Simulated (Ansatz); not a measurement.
Ta5Ge3:
Space group I4/mcm (No. 140); a = b = 10.1062 Å, c = 5.1595 Å, α = β = γ = 90.00°

| atom | site | symmetry | x | y | z |
|---|---|---|---|---|---|
| Ta | 16k | m.. | 0.0746 | 0.2231 | 0.0000 |
| Ta | 4b | -42m | 0.0000 | 0.5000 | 0.2500 |
| Ge | 8h | m.2m | 0.3334 | 0.1666 | 0.0000 |
| Ge | 4a | 422 | 0.0000 | 0.0000 | 0.2500 |
(The calculation used a cell of 16 atoms; values per cell refer to that cell.)

Relaxed at zero pressure with plane-wave PAW r²SCAN (Ansatz code).

**Question.** The volume is lowered by 9 % and shape and atoms relax at that volume. What pressure results, and how do the axes share the change?

**Answer.** 23.9 GPa; a -2.8 %, b -2.8 %, c -3.8 %; the energy rises by 102 meV/atom.

**Question.** Give the new structure.

**Answer.** 
Space group I4/mcm (No. 140); a = b = 9.8273 Å, c = 4.9654 Å, α = β = γ = 90.00°

| atom | site | symmetry | x | y | z |
|---|---|---|---|---|---|
| Ta | 16k | m.. | 0.0756 | 0.2226 | 0.0000 |
| Ta | 4b | -42m | 0.0000 | 0.5000 | 0.2500 |
| Ge | 8h | m.2m | 0.3333 | 0.1667 | 0.0000 |
| Ge | 4a | 422 | 0.0000 | 0.0000 | 0.2500 |

The phase is kept; no other phase was compared at this pressure.

The first step of the workflow began from a Materials Project structure, measured or hypothetical; the Crystallography Open Database copy checked does not list it. Its standing as an ambient phase is unchecked. The r²SCAN relaxation kept the symmetry of its start; its stability against distortions is not shown here. No spin polarisation was allowed. Spin–orbit coupling is left out wherever it is not named.

Potentials: the later of the program's two PAW sets.
